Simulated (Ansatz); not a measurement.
Frames from the relaxation of a generated trial cell of AlNi in the AFLOW prototype AB_oP8_57_d_d (as in TlF), as extended XYZ (Å, eV, eV/Å, GPa with compression positive). Method: PBE (plane waves to 420 eV, PAW, scalar-relativistic; Ansatz, a first-principles code). Γ-centred k-mesh 7×7×8 on the run's cell (coarser than for final values), Fermi–Dirac smearing 0.05 eV.

```xyz
8
Lattice="5.0653 0.0000 0.0000 0.0000 4.5609 0.0000 0.0000 0.0000 4.3069" Properties=species:S:1:pos:R:3:forces:R:3 pbc="T T T" step=1 free_energy=-25506.688 pressure=33.4 accepted=T
Al     1.2916     2.3242     1.0767    6.1737    2.5305    0.0000
Al     1.2916     4.5171     3.2302    6.1737   -2.5305    0.0000
Al     3.7736     0.0438     1.0767   -6.1737    2.5305    0.0000
Al     3.7736     2.2367     3.2302   -6.1737   -2.5305    0.0000
Ni     4.3526     2.5669     1.0767   -2.3409   -1.1450    0.0000
Ni     4.3526     4.2745     3.2302   -2.3409    1.1450    0.0000
Ni     0.7127     0.2864     1.0767    2.3409   -1.1450    0.0000
Ni     0.7127     1.9940     3.2302    2.3409    1.1450    0.0000
8
Lattice="5.0193 0.0000 0.0000 0.0000 4.5791 0.0000 0.0000 0.0000 4.3276" Properties=species:S:1:pos:R:3:forces:R:3 pbc="T T T" step=2 free_energy=-25510.587 pressure=14.6 accepted=T
Al     1.4591     2.4008     1.0819    3.1904    1.5931    0.0000
Al     1.4591     4.4680     3.2457    3.1904   -1.5931    0.0000
Al     3.5602     0.1112     1.0819   -3.1904    1.5931    0.0000
Al     3.5602     2.1784     3.2457   -3.1904   -1.5931    0.0000
Ni     4.2812     2.5847     1.0819   -0.4526   -0.6147    0.0000
Ni     4.2812     4.2840     3.2457   -0.4526    0.6147    0.0000
Ni     0.7380     0.2952     1.0819    0.4526   -0.6147    0.0000
Ni     0.7380     1.9944     3.2457    0.4526    0.6147    0.0000
8
Lattice="5.0405 0.0000 0.0000 0.0000 4.5593 0.0000 0.0000 0.0000 4.3481" Properties=species:S:1:pos:R:3:forces:R:3 pbc="T T T" step=5 free_energy=-25512.612 pressure=1.2 accepted=T
Al     1.7082     2.5708     1.0870   -0.0054   -0.0119    0.0000
Al     1.7082     4.2681     3.2611   -0.0054    0.0119    0.0000
Al     3.3323     0.2912     1.0870    0.0054   -0.0119    0.0000
Al     3.3323     1.9884     3.2611    0.0054    0.0119    0.0000
Ni     4.2884     2.5966     1.0870    0.0964    0.0436    0.0000
Ni     4.2884     4.2423     3.2611    0.0964   -0.0436    0.0000
Ni     0.7521     0.3169     1.0870   -0.0964    0.0436    0.0000
Ni     0.7521     1.9627     3.2611   -0.0964   -0.0436    0.0000
```

The path has 8 moves and ends in Pbcm (No. 57), 0.74 eV/atom below its start. Free energies are of the whole cell and compare only within this code, potentials and settings. Spin-polarised start, with parallel moments on Ni. No spin polarisation in the result: the starting moments vanished. A magnetic state may lie lower.

The run could not lose the symmetry of its start, so the end can be a saddle point.

The end of the path is a generated cell of AlNi: the first start was made by placing the elements on the sites of a structure type, and the end was not matched to a known phase here, so it may be hypothetical. Known forms of AlNi include space group No. 221.
